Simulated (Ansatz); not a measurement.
Ba2CdMoO6:
```xyz
10
Lattice="0.0000 4.1741 4.1741 4.1741 0.0000 4.1741 4.1741 4.1741 0.0000" Properties=species:S:1:pos:R:3 pbc="T T T"
Ba     2.0871     2.0871     2.0871
Ba     6.2612     6.2612     6.2612
Cd     4.1741     4.1741     4.1741
Mo     0.0000     0.0000     0.0000
O      1.9165     4.1741     4.1741
O      6.4317     4.1741     4.1741
O      4.1741     1.9165     4.1741
O      4.1741     6.4317     4.1741
O      4.1741     4.1741     1.9165
O      4.1741     4.1741     6.4317
```

Relaxed with r²SCAN. Independent-particle spectrum: no excitons, no local fields, no scissors shift; 0.1 eV broadening; ε₁ of the summed bands alone.

**Question.** Tabulate the dielectric function from DFT-r²SCAN in the program Ansatz with PAW potentials.

**Answer.** 

```tsv
E (eV)	ε₁ xx	ε₂ xx
0.0	5.03	0.00
0.5	5.06	0.00
1.0	5.16	0.00
1.5	5.35	0.00
2.0	5.68	0.00
2.5	6.30	0.00
3.0	8.38	1.11
3.5	7.26	1.94
4.0	9.29	3.29
4.5	3.44	9.48
5.0	0.21	2.96
5.5	4.41	1.85
6.0	3.53	2.70
6.5	3.39	3.03
7.0	3.85	4.01
7.5	3.41	4.32
8.0	1.97	4.55
8.5	2.40	4.48
9.0	0.69	4.91
9.5	-0.27	3.98
10.0	-0.03	2.88
10.5	0.19	2.33
11.0	0.61	1.98
11.5	0.28	2.65
12.0	-0.27	2.38
```

**Question.** From ε at 4.3 eV (xx: 7.58 + 9.19i), find n, k, the normal reflectivity and the absorption coefficient.

**Answer.** n = 3.12, k = 1.471, R = 35 %, α = 2kE/ħc = 640000 cm⁻¹.

With all bands, ε∞ without local fields is 5.33.

Space group Fm-3m. The workflow started from a Materials Project entry (that database holds measured and hypothetical structures alike); the Crystallography Open Database copy checked does not list it. Whether it is the stable phase at ambient conditions was not checked. The r²SCAN relaxation kept the symmetry of its start; its stability against distortions is not shown here. No spin polarisation was allowed. No Hubbard U is applied. Scalar-relativistic: spin–orbit coupling is off unless named, which matters more the heavier the elements.

Potentials: the later of the program's two PAW sets.
